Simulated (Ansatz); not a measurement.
Structure relaxation, PtSe2

The start is a generated cell, PtSe2 built in the AFLOW prototype A2B_hP9_189_fg_bc (C22, as in Fe2P). The cell and all atomic positions are relaxed at zero pressure with PBEsol (plane waves to 420 eV, PAW, scalar-relativistic; Ansatz, a quantum-chemistry and plane-wave program). The first steps use a coarse 4×4×6 k-mesh.

Input geometry:
```yaml
crystal:
  lattice:
    - [7.25569, 0.00000, 0.00000]
    - [-3.62785, 6.28361, 0.00000]
    - [0.00000, 0.00000, 4.24329]
  atoms:
    - { symbol: Se, position: [0.25600, 0.00000, 0.00000] }
    - { symbol: Se, position: [0.00000, 0.25600, 0.00000] }
    - { symbol: Se, position: [0.74400, 0.74400, 0.00000] }
    - { symbol: Se, position: [0.58900, 0.00000, 0.50000] }
    - { symbol: Se, position: [0.00000, 0.58900, 0.50000] }
    - { symbol: Se, position: [0.41100, 0.41100, 0.50000] }
    - { symbol: Pt, position: [0.00000, 0.00000, 0.50000] }
    - { symbol: Pt, position: [0.33333, 0.66667, 0.00000] }
    - { symbol: Pt, position: [0.66667, 0.33333, 0.00000] }
```

Task: What pressure does the first self-consistent step give?

Result: -15 GPa (negative: the cell is under tension).

Task: Which atoms feel the largest initial force, and how large is it?

Result: About 0.6 eV/Å, on Se1, Se2, Se3 (atoms numbered as listed).

Task: How does the volume per atom move from start to end?

Result: -15.3 %, from 21.50 to 18.22 Å³/atom.

Task: How do the shortest distances between atoms change?

Result: The closest pairs of elements (up to four, under 3.6 Å), start → end: Pt–Se 2.74 → 2.56 Å; Se–Se 3.22 → 2.81 Å.

Task: Give the final cell and atomic positions.

Result: 
```cif
data_Pt3Se6
_chemical_formula_sum 'Se6 Pt3'
_space_group_name_H-M_alt 'P-62m'
_space_group_IT_number 189
_space_group_name_Hall 'P -6 -2'
_cell_length_a 7.15404
_cell_length_b 7.15404
_cell_length_c 3.69897
_cell_angle_alpha 90.000
_cell_angle_beta 90.000
_cell_angle_gamma 120.000
loop_
_atom_site_label
_atom_site_type_symbol
_atom_site_symmetry_multiplicity
_atom_site_Wyckoff_symbol
_atom_site_fract_x
_atom_site_fract_y
_atom_site_fract_z
_atom_site_occupancy
Se1 Se 3 f 0.00000 0.24791 0.00000 1
Se2 Se 3 g 0.45574 0.45574 0.50000 1
Pt1 Pt 1 b 0.00000 0.00000 0.50000 1
Pt2 Pt 2 c 0.33333 0.66667 0.00000 1
```

The space group stays P-62m (No. 189) (the run could not lower it); the end is AFLOW prototype A2B_hP9_189_fg_bc (C22, as in Fe2P), with 9 atoms in the primitive cell. Final values are on a 8×8×13 k-mesh of the relaxed cell. No spin polarisation in the result.

The run could not lose the symmetry of its start, so the end can be a saddle point.

The relaxed structure here is a generated cell of PtSe2: the first start was made by placing the elements on the sites of a structure type, and the end was not matched to a known phase here, so it may be hypothetical. Known forms of PtSe2 include space group No. 164.
